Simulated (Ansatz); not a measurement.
Here is the system:

Relaxed HgTe (zinc blende):

```xyz
2
Lattice="0.0000 3.2549 3.2549 3.2549 0.0000 3.2549 3.2549 3.2549 0.0000" Properties=species:S:1:pos:R:3 pbc="T T T"
Te     4.8823     4.8823     4.8823
Hg     0.0000     0.0000     0.0000
```

In this cell atom 1 (Te, nearest neighbour Hg at 2.819 Å; its periodic images, 4.6 Å or more away, move with it) is moved by s along Cartesian x, unit vector (1.000, 0.000, 0.000); all other atoms and the cell stay fixed.

Method: PBEsol (plane waves to 420 eV, PAW, scalar-relativistic; Ansatz, a quantum-chemistry and plane-wave program). k mesh 7×7×7 (Γ-centred), Fermi-Dirac smearing 0.05 eV. E stands for the smeared free energy. With partly filled bands, energies and forces of such displacements shift with the k mesh and the smearing. At this level the bands of HgTe touch or barely overlap. HgTe was relaxed with its symmetry unable to fall. Spin-orbit coupling is left out, though Hg and Te are heavy. The zero of ΔE is the undisplaced structure.

The scan covers s from -0.850 to 0.850 Å in 11 points.

**Question.** Is this a single well or a double well?

**Answer.** A single well with its minimum at or next to zero displacement.

**Question.** Is the energy the same for equal positive and negative displacements?

**Answer.** Even: the same for both signs. With its periodic images moving along, the atom's site symmetry in this cell is -43m.

**Question.** What is the force constant k = d²E/ds² of this move at s = 0?

**Answer.** 3.38 eV/Å².

**Question.** With two atoms in the cell this is the zone-centre optical mode. What wavenumber follows?

**Answer.** 108 cm⁻¹.

(For displaced atoms, the force is minus the slope of the energy, and its curvature is a force constant, which sets phonon frequencies.)
